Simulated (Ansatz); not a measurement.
Pressure against volume: TaN

```
Ta N
1.0
     2.93800    0.00000    0.00000
    -1.46900    2.54438    0.00000
     0.00000    0.00000    2.88300
Ta N
1 1
Direct
  0.33333 0.66667 0.50000
  0.00000 0.00000 0.00000
```

The conventional cell has a = 2.938 Å, b = 2.938 Å, c = 2.883 Å, α = 90.00°, β = 90.00°, γ = 120.00°. Ta (atom 1) is surrounded by 6 N at 2.23 Å. N (atom 2) has 6 Ta at 2.23 Å as nearest neighbours.

The geometry is COD entry 1538016, unchecked; take it as a test cell.

Spin–orbit coupling is left out, though it moves levels of the heavy atoms by tenths of an eV or more.

All numbers are computed: DFT, PBEsol, all-electron LAPW, scalar-relativistic (Ansatz 0.2.0); DFT, PBEsol, PAW with Ansatz's default frozen-core files, scalar-relativistic (Ansatz 0.2.0).

For LAPW: a Γ-centred 12×12×10 k mesh, Fermi–Dirac smearing of 0.02 eV, basis error target 0.5 meV/atom, no spin polarisation. PAW takes a cutoff of 420 eV at this cell (files made with PBE, cores remade for this functional). The Ansatz runs share mesh, smearing and spin set-up. Plane-wave (PAW) pressures include the program's estimate of the Pulay term.

The cell above is scaled evenly, with fractional coordinates and shape held.

```tsv
V/V(cell)	V (Å³/atom)	P, LAPW (GPa)	P, PAW (GPa)
0.9400	10.129	19.23	19.40
0.9405	10.135	19.00	19.17
0.9600	10.345	10.35	10.42
0.9700	10.453	?	?
0.9800	10.560	2.38	2.36
0.9900	10.668	-1.30	-1.35
1.0000	10.776	-4.78	-4.87
1.0100	10.884	-8.09	-8.21
1.0200	10.991	-11.22	-11.36
1.0300	11.099	-14.18	-14.35
1.0400	11.207	-16.99	-17.19
1.0600	11.422	-22.18	-22.41
```

Task: Fill in the row V/V(cell) = 0.9700.

Result: P, LAPW (GPa) = 6.26, P, PAW (GPa) = 6.28.

Task: What do Birch–Murnaghan fits to the pressures give?

Result: LAPW: V0 = 10.63 Å³/atom, B0 = 360 GPa, B0′ = 4.3; PAW: V0 = 10.63 Å³/atom, B0 = 364 GPa, B0′ = 4.4.

PAW's V0 lies -0.01 % from the all-electron value and its B0 1.1 %. With shape and internal coordinates held, B0 is an upper bound to the relaxed modulus.
